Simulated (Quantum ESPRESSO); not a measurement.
```
CdCl2
1.0
    3.89196     0.00000     0.00000
   -1.94598     3.30445     0.00000
    0.00000     0.00000    15.90000
Cl Cd
2 1
Direct
  0.66655   0.33310   0.08867
  0.33345   0.66690   0.91133
  0.00000   0.00000   0.00000
```

The PBEsol cell relaxed from Materials Project entry mp-22881 was given a uniaxial strain of +2 % along x, the other axes held, and the atoms were relaxed again, with the Coulomb interaction truncated along z.

Problem. What does PBEsol (pw.x of Quantum ESPRESSO, ONCV potentials, without SOC) give for the electronic structure near the Fermi level?

Solution. The PBEsol gap is direct, 3.95 eV at Γ. The valence-band maximum lies 7.94 eV below the vacuum level. Spin-orbit splittings are left out.

This is a model layer cut from the bulk structure; whether it is stable on its own was not checked.
